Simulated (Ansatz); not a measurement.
A trial structure of InH was built thus: random cell by space group and Wyckoff sites (P6/mmm, No. 191). The dimensions are guesses.

```cif
data_structure
_symmetry_space_group_name_H-M 'P6/mmm'
_symmetry_Int_Tables_number 191
_cell_length_a 3.3851
_cell_length_b 3.3851
_cell_length_c 3.6888
_cell_angle_alpha 90.000
_cell_angle_beta 90.000
_cell_angle_gamma 120.000
_cell_volume 36.61
loop_
_atom_site_label
_atom_site_type_symbol
_atom_site_symmetry_multiplicity
_atom_site_Wyckoff_symbol
_atom_site_fract_x
_atom_site_fract_y
_atom_site_fract_z
_atom_site_occupancy
In1 In 1 b 0.00000 0.00000 0.50000 1
H1 H 1 a 0.00000 0.00000 0.00000 1
```

All numbers below come from Ansatz, DFT PBE, scalar-relativistic, plane waves, PAW. Cutoff 420 eV, Gaussian smearing, Γ-centred meshes. Cell and atoms relax first on a coarse mesh and then on a finer one. In between, the cell is made exact in the group found at 0.06 Å. In metals the finer mesh still leaves noise of several meV/atom or more. The steps can't lower the symmetry of their start. No spin polarisation.

A guess keeps its type if space group and coordination stay and the shape of the cell changes little (axis ratios within about 15 %, angles within 6°); the volume may change.

Question: Does it keep its structure type, or change into something else?

Answer: It keeps its type. The symmetry stays P6/mmm (No. 191). The volume per atom shrinks by 7.5 %, from 18.3 to 16.9 Å³. The shortest distance goes from 1.84 Å (In–H) to 1.95 Å (In–H). The ratio c/a of the conventional cell changes by a factor of 1.13. Counting neighbours within 15 % of an atom's shortest distance, the start has H 2, In 2 and the end H 2, In 2.

The last run used a 24×24×14 mesh (in the run's order of axes) for its 2-atom cell and Gaussian smearing of 0.10 eV. A structure relaxed within its symmetry needn't be a true minimum.
